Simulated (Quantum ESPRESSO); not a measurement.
MgPdF$_{6}$ has the trigonal space group R-3, hexagonal axes (No. 148), Pearson symbol hR8. Cell: a = 4.931 Å, b = 4.931 Å, c = 13.530 Å, α = 90.00°, β = 90.00°, γ = 120.00°. F on 18f has 1 Pd at 1.916 Å and 1 Mg at 1.985 Å (bent). Mg on 3b sees 6 F at 1.985 Å (octahedral). Pd on 3a is coordinated by 6 F at 1.916 Å (octahedral). (Neighbours: up to the widest gap in distance over summed covalent radii, below 1.35, at either atom; cation-cation contacts left out.)
(The calculation used a cell of 8 atoms; values per cell refer to that cell.)

The geometry is that of Materials Project entry mp-7921, symmetrised and not relaxed again.

What does PBEsol (Quantum ESPRESSO, PseudoDojo norm-conserving, 84 Ry, no spin-orbit coupling) give for the electronic structure near the Fermi level?

The PBEsol gap is direct, 1.89 eV at F. Spin-orbit splittings are left out.
